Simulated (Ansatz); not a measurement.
BN:
```cif
data_B4N4
_chemical_formula_sum 'B4 N4'
_space_group_name_H-M_alt 'P 1'
_space_group_IT_number 1
_cell_length_a 4.80591
_cell_length_b 2.55988
_cell_length_c 4.25026
_cell_angle_alpha 90.000
_cell_angle_beta 90.000
_cell_angle_gamma 90.000
loop_
_space_group_symop_operation_xyz
  'x, y, z'
loop_
_atom_site_label
_atom_site_type_symbol
_atom_site_fract_x
_atom_site_fract_y
_atom_site_fract_z
_atom_site_occupancy
B1 B 0.15980 0.25000 0.40807 1
B2 B 0.34020 0.75000 0.90807 1
B3 B 0.84020 0.75000 0.59193 1
B4 B 0.65980 0.25000 0.09193 1
N1 N 0.82089 0.25000 0.39245 1
N2 N 0.67911 0.75000 0.89245 1
N3 N 0.17911 0.75000 0.60755 1
N4 N 0.32089 0.25000 0.10755 1
```

Relaxed with LDA.

### Question
Give the optical modes at the zone centre with their infrared and Raman activity from DFPT, plane-wave PAW LDA (Ansatz code).

### Answer
Transverse frequencies, without the LO–TO term; a row sums one degenerate level.

```tsv
ω (cm⁻¹)	degeneracy	IR ((D/Å)²/amu)	Raman (Å⁴/amu)	activity	symmetry
284	1	0.00	4.6	Raman	Ag
462	1	0.00	0.56	Raman	B3g
502	1	0.00	0	silent	Au
612	1	0.00	110	Raman	Ag
631	1	0.03	0	IR	B1u
641	1	0.00	0	silent	B1g
697	1	0.00	0	silent	B2g
776	1	39.90	0	IR	B3u
808	1	0.00	23	Raman	Ag
845	1	0.00	3.0	Raman	B2g
901	1	1.26	0	IR	B1u
972	1	26.50	0	IR	B3u
990	1	0.00	0	silent	Au
997	1	0.00	0.16	Raman	B1g
1041	1	0.00	0.27	Raman	B2g
1062	1	0.00	12	Raman	B3g
1071	1	57.30	0	IR	B2u
1141	1	0.60	0	IR	B3u
1201	1	53.40	0	IR	B1u
1230	1	0.00	67	Raman	Ag
1234	1	0.00	0	silent	B2g
```

### Question
How high does the top mode go among those that the LO–TO term moves?

### Answer
1193 cm⁻¹ for q along x, 1302 cm⁻¹ for q along y, 1405 cm⁻¹ for q along z.

Space group Pnma. The start of the workflow was typed in or built on a structure type; the Crystallography Open Database copy checked does not list it. It is not the phase usual at ambient conditions (space group No. 186, 194, 216). The cell was relaxed with LDA under the symmetry of its start; phonons on a q-mesh show no instability. A crystal of weakly bound layers computed without a dispersion correction: the cell and the soft elastic constants depend strongly on that.

Potentials: the later of the program's two PAW sets.
